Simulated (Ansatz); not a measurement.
BeSe:
```xyz
4
Lattice="3.6151 0.0000 0.0000 -1.8076 3.1308 0.0000 0.0000 0.0000 5.9640" Properties=species:S:1:pos:R:3 pbc="T T T"
Be     0.0000     2.0872     5.9602
Se     1.8076     1.0436     0.7493
Be     1.8076     1.0436     2.9782
Se     0.0000     2.0872     3.7313
```

Tensor components refer to the Cartesian frame of this cell.

**Question.** Give the proper piezoelectric stress tensor with relaxed ions from PBEsol in the plane-wave PAW code Ansatz.

**Answer.** In C/m², rows x, y, z, Voigt columns; mesh uncertainty up to 0.00.
```
 0.00   0.00   0.00   0.00  -0.08   0.00
 0.00   0.00   0.00  -0.08   0.00   0.00
-0.07  -0.07   0.27   0.00   0.00   0.00
```

The elastic tensor of the same run (GPa):

```tsv
	1	2	3	4	5	6
1	156	47.3	31.6	0.0	0.0	0.0
2	47.3	156	31.6	0.0	0.0	0.0
3	31.6	31.6	181	0.0	0.0	0.0
4	0.0	0.0	0.0	44.2	0.0	0.0
5	0.0	0.0	0.0	0.0	44.2	0.0
6	0.0	0.0	0.0	0.0	0.0	54.3
```

**Question.** Convert to strain constants d = e·S.

**Answer.** In pC/N:
```
 0.0   0.0   0.0   0.0  -1.8   0.0
 0.0   0.0   0.0  -1.8   0.0   0.0
-0.6  -0.6   1.7   0.0   0.0   0.0
```

Space group P6_3mc (wurtzite). The start of the workflow was typed in or built on a structure type; neither database checked (COD, Materials Project) lists it. COD files the formula under space group No. 216. Its standing as an ambient phase is unchecked. Symmetry was held in the PBEsol relaxation; whether a distortion lowers the energy is not shown. Signs of piezoelectric constants follow the polarity of the cell as given.

Potentials: the earlier of the program's two PAW sets. The files were generated under PBE; for other functionals the program regenerates the frozen cores, and for LDA and PBEsol the local potential too.
